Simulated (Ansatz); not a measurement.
## What a change of settings does: Mo (hcp type)

First run: DFT, LDA, all-electron LAPW, scalar-relativistic (Ansatz 0.2.0).

Command: `ansatz run input.yaml --threads 1 --pin off --max-ram 2048MiB --backend cpu --events-out ev --progress --plain --runs-dir out` It took 75 s on 1 thread of Arm Neoverse V2, with other jobs on the host, peak memory 0.81 GiB.

```yaml
crystal:
  lattice:
    - [2.8252342238, 0.0, 0.0]
    - [-1.4126171119, 2.4467246095, 0.0]
    - [0.0, 0.0, 4.5768794426]
  atoms:
    - { symbol: Mo, position: [0.3666666667, 0.6833333333, 0.275] }
    - { symbol: Mo, position: [0.6333333333, 0.3166666667, 0.725] }
kpoints:
  mp_grid: { grid: [12, 12, 7] }
scf:
  occupations: { method: fermi_dirac, width: 0.05 }
hamiltonian:
  xc: lda
  pseudopotentials: { kind: all_electron, lapw: { basis_error: 0.001 } }
output:
  forces: true
  stress: true
  eigenvalues: true
  populations: true
```

This is a prototype cell at a chosen volume, and whether it is the ground state is a separate question.

This run: one bond, the shortest of the undistorted cell, set to 3.091 Å.

It converges in 9 SCF iterations at a pressure of -4.34 GPa, largest force 1.653 eV/Å.

The input is then changed:

```diff
 kpoints:
-  mp_grid: { grid: [12, 12, 7] }
+  mp_grid: { grid: [4, 4, 2] }
 scf:
   populations: true
+basis:
+  xc_grid: 3
```

Task: Predict the outcome of the changed run.

Result: It converges in 9 SCF iterations at a pressure of -0.61 GPa, largest force 1.472 eV/Å, free energy +19.5 meV/atom against the first run's. More than one line changes, and not each need have an effect. Some of the changed settings are coarser than converged work would use.
